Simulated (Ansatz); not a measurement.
Ag (fcc, Cu type)

```
Ag
1.0
    0.00000     2.05259     2.05259
    2.05259     0.00000     2.05259
    2.05259     2.05259     0.00000
Ag
1
Direct
  0.00000   0.00000   0.00000
```

The slice is a {110} plane (indices of the conventional cell) through the point (0.000, 0.000, 0.000) (fractional), spanned by u = [100] and v = [1 -1 -1] in vectors of this cell: u (2.90 Å) and v (4.11 Å, at 90° to u). It covers one period; positions are fractions (u, v).

The numbers are results of r2SCAN (plane waves to 500 eV, PAW, scalar-relativistic; Ansatz, a quantum-chemistry and plane-wave program), not measurements. k mesh 19×19×19. These are valence fields of a PAW run, semicore shells included where kept as valence: close to a nucleus they are smooth pseudo fields. Ag was relaxed with its symmetry unable to fall.

**Question.** What is the ELF at the midpoint of the shortest Ag–Ag line in this plane (2.90 Å)?

**Answer.** 0.15.

**Question.** What is the valence density on the shortest Ag–Ag line in this plane (2.90 Å), at its midpoint?

**Answer.** 0.21 e/Å³.

**Question.** Predict the map of the valence electron density on the slice.

**Answer.** 
```
v \ u  0.00  0.15  0.30  0.45  0.60  0.75  0.90
-----  ----  ----  ----  ----  ----  ----  ----
0.96    1.3   1.0   0.1  -0.6  -0.5   0.5   1.2
0.86    0.8   0.5  -0.3  -0.8  -0.7  -0.1   0.7
0.75   -0.3  -0.4  -0.7  -0.8  -0.8  -0.6  -0.3
0.64   -0.9  -0.9  -0.8  -0.8  -0.8  -0.9  -0.9
0.54   -1.0  -1.0  -0.8  -0.7  -0.7  -0.9  -1.0
0.43   -1.0  -1.0  -0.8  -0.7  -0.7  -0.9  -1.0
0.32   -0.7  -0.8  -0.8  -0.8  -0.8  -0.8  -0.8
0.21    0.1  -0.2  -0.6  -0.8  -0.8  -0.5   0.0
0.11    1.0   0.7  -0.2  -0.7  -0.6   0.2   0.9
0.00    1.3   1.0   0.1  -0.6  -0.5   0.5   1.2
```

Values: log₁₀ of the valence density in e/Å³. The scale is logarithmic, as a density can span decades between atoms and voids.
